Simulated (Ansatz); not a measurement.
NbRu:
```cif
data_Nb4Ru4
_chemical_formula_sum 'Ru4 Nb4'
_space_group_name_H-M_alt 'Fm-3m'
_space_group_IT_number 225
_space_group_name_Hall '-F 4 2 3'
_cell_length_a 5.13450
_cell_length_b 5.13450
_cell_length_c 5.13450
_cell_angle_alpha 90.000
_cell_angle_beta 90.000
_cell_angle_gamma 90.000
loop_
_atom_site_label
_atom_site_type_symbol
_atom_site_symmetry_multiplicity
_atom_site_Wyckoff_symbol
_atom_site_fract_x
_atom_site_fract_y
_atom_site_fract_z
_atom_site_occupancy
Ru1 Ru 4 a 0.00000 0.00000 0.00000 1
Nb1 Nb 4 b 0.50000 0.50000 0.50000 1
```
(The calculation used a cell of 2 atoms; values per cell refer to that cell.)

This is the PBEsol-relaxed structure.

**Question.** All from PBEsol (plane waves, PAW; program Ansatz), unless another level is named. Give the density of states at the Fermi level.

**Answer.** 0.67 states/eV per atom (mean over ±0.08 eV).

**Question.** Next, the formation energy from the elements (no fitted shifts)?

**Answer.** 427 meV/atom.

The start of the workflow was typed in or built on a structure type; neither database checked (COD, Materials Project) lists it. COD files the formula under space group No. 123, 221. Its standing as an ambient phase is unchecked. The PBEsol relaxation kept the symmetry of its start. At this level the phase is mechanically unstable. The run is not spin-polarised. Its formation energy is positive at this level, so the cell may be metastable or incomplete. The references are the lowest solids computed at this level, not always the standard phases. Spin–orbit coupling is left out wherever it is not named.

Potentials: the earlier of the program's two PAW sets. The files were generated under PBE; for other functionals the program regenerates the frozen cores, and for LDA and PBEsol the local potential too.
